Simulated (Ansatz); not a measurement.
CoSi2:
```
CoSi2
1.0
    0.00000     2.67986     2.67986
    2.67986     0.00000     2.67986
    2.67986     2.67986     0.00000
Co Si
1 2
Direct
  0.00000   0.00000   0.00000
  0.75000   0.75000   0.75000
  0.25000   0.25000   0.25000
```

Relaxed with PBE. Special points in fractions of this cell's reciprocal vectors: Γ (0.000, 0.000, 0.000); X (0.500, 0.000, 0.500); U (0.625, 0.250, 0.625); K (0.375, 0.375, 0.750); L (0.500, 0.500, 0.500); W (0.500, 0.250, 0.750).

Q: List the band energies nearest the Fermi level at these points for plane-wave PAW PBE (Ansatz code).

A: In eV from the Fermi level; about four levels below and three above (degenerate sets whole), none deeper than 8.9 eV; points with the same levels are listed once.

| k | below | above |
|---|---|---|
| Γ | -4.06 -4.06 -4.06 -1.88 -1.88 | 0.75 3.44 3.44 3.44 3.44 3.44 3.44 |
| X | -1.93 -1.93 -1.90 -1.30 | 1.61 2.95 8.55 |
| U | -2.20 -1.74 -1.20 -0.94 | 2.00 4.97 5.84 |
| L | -1.60 -1.60 -0.47 -0.47 | 2.70 3.44 3.44 |
| W | -2.28 -2.28 -1.92 -1.43 -0.65 | 3.64 3.64 5.84 |

Space group Fm-3m (fluorite or antifluorite type). The cell was relaxed with PBE under the symmetry of its start. No spin polarisation was allowed.

Potentials: the later of the program's two PAW sets.
